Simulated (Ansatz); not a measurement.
This log comes from Ansatz, run on AlB3P4, ordered on the zincblende lattice (Cm) with 8 atoms a cell. The geometry is the r2SCAN minimum.

The cell:
```
CELL_PARAMETERS angstrom
5.61772 -1.67472 0.02391
5.61772 1.67472 0.02391
-0.99682 0.00000 5.84156
ATOMIC_POSITIONS crystal
B 0.99352 0.99352 0.98722
B 0.50453 0.50453 0.51056
B 0.25167 0.25167 0.74944
Al 0.74796 0.74796 0.24926
P 0.54037 0.54037 0.17856
P 0.06944 0.06944 0.68820
P 0.81534 0.81534 0.90934
P 0.32716 0.32716 0.47741
```

What the program printed (shortened):
```
scf.n_extra_bands = 6 over 16 filled bands (N_el = 32.0): the run solves 22 bands
Pseudopotential: B, paw, valence charge 3, recommended cutoff 500 eV (meta_gga)
Pseudopotential: Al, paw, valence charge 3, recommended cutoff 500 eV (meta_gga)
Pseudopotential: P, paw, valence charge 5, recommended cutoff 500 eV (meta_gga)
Functional definition: r2SCAN
Crystal: 8 atoms, lattice volume = 109.996 Å³
Basis set: ecut = 500 eV, 2811 PW (Γ)
Bands: 22, of which v1, the nominal top of the filled ones, is band 16 counted from 1 (15 counted from 0)
Symmetry: 2 space group operations
Space group: Cm (ITA 8)
k-points: 78 of 256 (time reversal used)
SCF 1 converged in 6 iterations: F = -4049.350657 eV  dr2 = 7.74e-8
SCF converged after 6 iterations
Free energy (F): -4049.350657 eV
Fermi energy:    8.599836 eV
--- Forces (eV/Å), atoms counted from 1 ---
  atom   1  B     -0.00005      0.00000    -0.00003
  atom   2  B       0.00099      0.00000      0.00039
  atom   3  B       0.00035      0.00000      0.00049
  atom   4  Al      0.00040      0.00000    -0.00079
  atom   5  P     -0.00085      0.00000    -0.00048
  atom   6  P     -0.00024      0.00000    -0.00018
  atom   7  P     -0.00037      0.00000    -0.00018
  atom   8  P     -0.00012      0.00000      0.00081
--- Stress (GPa, compression-positive) ---
       -0.003353       0.000000      -0.003017
        0.000000       0.022449       0.000000
       -0.003027       0.000000       0.007718
  P = ⅓ Tr σ = 0.0089 GPa (0.089 kbar)
--- Band table (eV; the first three rows and the last of 78) ---
  k-point 0: bands = […, 4.9421, 6.1336, 6.5003, 7.7411, 8.1105, 8.5998, 10.2674, 10.6226, 11.0716, 11.4235, …]
  k-point 1: bands = […, 4.9580, 5.0787, 6.1845, 6.7762, 7.3965, 8.2242, 10.4401, 10.8045, 11.2583, 11.8291, …]
  k-point 2: bands = […, 5.0335, 5.3601, 5.7373, 6.2188, 6.4957, 7.9100, 10.7046, 10.9476, 10.9917, 11.6088, …]
  k-point 77: bands = […, 4.5159, 4.9616, 5.2999, 6.0019, 6.4258, 8.1792, 10.0855, 10.3761, 11.8268, 11.9344, …]
```

The file bands.tsv (bands near the Fermi energy, numbered from 0, rounded):
```tsv
# k_distance	band_11	band_12	band_13	band_14	band_15	band_16	band_17	band_18	band_19
# fermi_ev = 8.599836
# [0, 0, 0] at k_distance = 0.000000
# [-0.2728318207, 0.2728318207, 0] at k_distance = 1.023603
# [0.2728318207, 0.7271681793, 0] at k_distance = 1.615825
# [0.5, 0.5, 0] at k_distance = 2.468109
# [0.5, 0.5, -0.5] at k_distance = 3.005523
# [0.2657319156, 0.7342680844, -0.5] at k_distance = 3.884444
# [-0.2657319156, 0.2657319156, -0.5] at k_distance = 4.463505
# [0, 0, -0.5] at k_distance = 5.460471
# [0, 0.5, -0.5] at k_distance = 6.440308
# [0.138021, -0.427083, 0.432292] at k_distance = 8.687359
# [0.375, 0.375, -0.25] at k_distance = 10.053677
# levels_relative_to = fermi_ev
0.000	-2.466	-2.100	-0.859	-0.489	0.000	1.668	2.023	2.472	2.824
1.024	-4.878	-4.413	-3.709	-3.556	-2.418	1.720	2.249	2.923	4.364
1.616	-4.878	-4.413	-3.709	-3.556	-2.418	1.720	2.249	2.923	4.364
2.468	-2.389	-2.190	-2.155	-1.153	-0.325	0.982	1.030	2.315	2.489
3.006	-3.638	-3.300	-2.598	-2.174	-0.421	1.486	1.776	3.227	3.335
3.884	-4.223	-3.920	-3.331	-2.842	-2.236	0.890	1.243	2.021	2.426
4.464	-4.223	-3.920	-3.331	-2.842	-2.236	0.890	1.243	2.021	2.426
5.460	-3.240	-2.863	-2.381	-2.104	-0.690	2.105	2.348	2.392	3.009
6.440	-4.407	-4.101	-3.115	-2.350	-2.035	0.755	1.030	1.665	2.204
8.687	-4.442	-4.210	-3.235	-2.710	-2.054	0.721	1.310	1.856	2.666
10.054	-3.069	-2.897	-2.204	-2.100	-0.247	0.826	1.908	2.739	3.191
```
In order the rows are Γ, C, C₂, Y₂, M₂, D, D₂, A, L₂, (0.138, -0.427, 0.432), (3/8, 3/8, -1/4).

Q: Reconstruct the input.

A:
```yaml
crystal:
  # lattice and atoms as above
kpoints:
  mp_grid: { grid: [8, 8, 4] }
  band_path:
    path:
      - [0.0, 0.0, 0.0]
      - [-0.2728318207, 0.2728318207, 0.0]
      - [0.2728318207, 0.7271681793, 0.0]
      - [0.5, 0.5, 0.0]
      - [0.5, 0.5, -0.5]
      - [0.2657319156, 0.7342680844, -0.5]
      - [-0.2657319156, 0.2657319156, -0.5]
      - [0.0, 0.0, -0.5]
      - [0.0, 0.5, -0.5]
      - [0.138021, -0.427083, 0.432292]
      - [0.375, 0.375, -0.25]
    npoints: 1
hamiltonian:
  xc: r2scan
scf:
  occupations: { method: fixed }
  n_extra_bands: 6
output:
  forces: true
  stress: true
  eigenvalues: true
```
A single point prints forces and stress when the output block asks for them. This is the file that was run; thresholds and some counts can't be read off the log exactly.

Command: `ansatz run input.yaml --threads 4 --pin off --max-ram 6451MiB --backend cpu --events-out ev --progress --plain --runs-dir out`.

Q: It took 13 s on 4 threads of Arm Neoverse V2 (shared host). What peak of host memory did it reach?

A: About 0.78 GiB.

No spin polarisation. The prototype was imposed, so other structures may be more stable.
